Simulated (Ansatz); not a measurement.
C (diamond)

```
C
1.0
    0.00000     1.78579     1.78579
    1.78579     0.00000     1.78579
    1.78579     1.78579     0.00000
C
2
Direct
  0.00000   0.00000   0.00000
  0.25000   0.25000   0.25000
```

In this cell atom 2 (C, nearest neighbour C at 1.547 Å; its periodic images, 2.5 Å or more away, move with it) is moved by s towards the nearest neighbour, unit vector (-0.577, -0.577, -0.577); all other atoms and the cell stay fixed.

Level of theory: PBE (plane waves to 420 eV, PAW, scalar-relativistic; Ansatz, a program for electronic structure). k mesh 13×13×13 (Γ-centred), Fermi-Dirac smearing 0.05 eV. E stands for the smeared free energy. Left out: 1 of 11 points, with atoms too close for the PAW data. As the smearing reaches across the gap at some points, energies and forces of such displacements shift with the k mesh and the smearing. C was relaxed with its symmetry unable to fall. The zero of ΔE is the undisplaced structure. The last digit holds for this mesh only.

```csv
s (Å),ΔE (meV/cell)
-0.460,withheld
-0.368,1282.6
-0.276,886.7
-0.184,474.9
-0.092,137.5
0.000,0.0
0.092,173.1
0.184,763.0
0.276,1875.8
0.368,3598.6
```

Question: Fit a polynomial form (powers 2, 3, 4) to the given rows and predict ΔE at s = -0.460.

Answer: Least squares on the 9 given rows: ΔE = (18310)·s² + (23280)·s³ + (-2165)·s⁴, in meV/cell with s in Å; root-mean-square residual 2.82 meV/cell. At -0.460 the fit gives 1511.5 meV/cell; the calculation gives 1624.6 meV/cell, so the extrapolation is off by -113.1 (-7.0 %). The quadratic term alone would give 3874.4 meV/cell.

(For displaced atoms, the force is minus the slope of the energy, and its curvature is a force constant, which sets phonon frequencies.)
